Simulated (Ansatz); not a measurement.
Values for one crystal, relaxed and computed with the program Ansatz at the PBE level (PAW); other levels are named.

| Quantity | Value |
|---|---|
| Volume per atom | 12.20 Å³ |
| Electronic character | metallic (no gap) |
| Gap with spin–orbit coupling | none (metallic) |
| Formation energy from the elements (no fitted shifts) | 0.063 eV/atom |
| Density of states at the Fermi level | 0.74 states/eV per atom (mean over ±0.08 eV) |

Question: Pick the material that matches.
A. AlRu2C, P6_3/mmc (Al on 2d, Ru on 4f, C on 2a)
B. TiC, rock salt
C. GeW2, P6_3/mmc (Ge on 2c, W on 2a, W on 2d)
D. GeS2, P6_3/mmc (Ge on 2c, S on 4f)

Answer: A, AlRu2C, P6_3/mmc (Al on 2d, Ru on 4f, C on 2a)

The start of the workflow was typed in or built on a structure type; neither database checked (COD, Materials Project) lists it. Whether it is the stable phase at ambient conditions was not checked. Symmetry was held in the PBE relaxation; whether a distortion lowers the energy is not shown. The run is not spin-polarised. The references are the lowest solids computed at this level, not always the standard phases. Spin–orbit coupling is left out wherever it is not named.

Potentials: the later of the program's two PAW sets.
